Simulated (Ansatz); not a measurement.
Values for one crystal, relaxed and computed with plane-wave PAW r²SCAN (Ansatz code); other levels are named.

```yaml
volume_per_atom: 10.71 Å³
band_gap: 3.07 eV (indirect)
Pressure derivative B′: 4.1
Young's modulus: 275 GPa
Bulk modulus (Birch–Murnaghan fit): 202 GPa
debye_temperature_from_the_elastic_constants: 832 K
conduction_band_minimum: at H (4 equivalent valleys)
```

Q: Which compound is it?
A) AlN, Pm-3n (Al on 6d, N on 6c)
B) Si3N4, Fd-3m (Si on 16c, Si on 8b, N on 32e)
C) ScAl3N4, P-6m2 (Pearson symbol hP8)
D) CrN, R-3m (Cr on 3a, N on 3b)

A: C, ScAl3N4, P-6m2 (Pearson symbol hP8)

The start of the workflow was typed in or built on a structure type; neither database checked (COD, Materials Project) lists it. Its standing as an ambient phase is unchecked. The cell was relaxed with r²SCAN under the symmetry of its start; its stability against distortions is not shown here. The run is not spin-polarised.

Potentials: the earlier of the program's two PAW sets.
